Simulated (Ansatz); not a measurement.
The relaxation started from an entry of Materials Project.

A relaxed structure of Cs2SbF5. These are r2SCAN (plane waves to 500 eV, PAW, scalar-relativistic; Ansatz, a first-principles code) values and carry that method's errors.

```cif
data_Cs4F10Sb2
_chemical_formula_sum 'Cs4 Sb2 F10'
_space_group_name_H-M_alt 'P 1'
_space_group_IT_number 1
_cell_length_a 7.90209
_cell_length_b 7.90209
_cell_length_c 7.16403
_cell_angle_alpha 90.000
_cell_angle_beta 90.000
_cell_angle_gamma 130.286
loop_
_space_group_symop_operation_xyz
  'x, y, z'
loop_
_atom_site_label
_atom_site_type_symbol
_atom_site_fract_x
_atom_site_fract_y
_atom_site_fract_z
_atom_site_occupancy
Cs1 Cs 0.24018 0.75982 0.25000 1
Cs2 Cs 0.75982 0.24018 0.75000 1
Cs3 Cs 0.55861 0.44139 0.25000 1
Cs4 Cs 0.44139 0.55861 0.75000 1
Sb1 Sb 0.91090 0.08910 0.25000 1
Sb2 Sb 0.08910 0.91090 0.75000 1
F1 F 0.10764 0.33842 0.05091 1
F2 F 0.89236 0.66158 0.94909 1
F3 F 0.89236 0.66158 0.55091 1
F4 F 0.10764 0.33842 0.44909 1
F5 F 0.33842 0.10764 0.94909 1
F6 F 0.66158 0.89236 0.05091 1
F7 F 0.66158 0.89236 0.44909 1
F8 F 0.33842 0.10764 0.55091 1
F9 F 0.77372 0.22628 0.25000 1
F10 F 0.22628 0.77372 0.75000 1
```

### Question
Determine the symmetry and give the standard cell with its independent sites.

### Answer
Space group Cmcm (No. 63); a = 6.643 Å, b = 14.340 Å, c = 7.164 Å, α = 90.00°, β = 90.00°, γ = 90.00°

```
atom  site  symmetry       x       y       z
----  ----  --------  ------  ------  ------
Cs      4c       m2m  0.0000  0.2402  0.7500
Cs      4c       m2m  0.0000  0.4414  0.2500
Sb      4c       m2m  0.0000  0.0891  0.2500
F      16h         1  0.2230  0.1154  0.0509
F       4c       m2m  0.0000  0.2263  0.2500
```

### Question
Give the shortest distances between elements (the closest pairs, up to four, under 3.6 Å).

### Answer
F–Sb 1.97 Å; F–F 2.60 Å; Cs–F 2.95 Å.

```yaml
volume_per_atom: 21.33 Å³
density: 4.70 g/cm³
band_gap: 5.40 eV, indirect (valence top at Γ, conduction bottom at k = (0.4, -0.4, 0.25)) (no spin-orbit coupling)
smallest_direct_gap: 5.46 eV at k = (0.4, -0.4, 0.25)
```

No spin polarisation in the result.

The run could not lose the symmetry of its start.
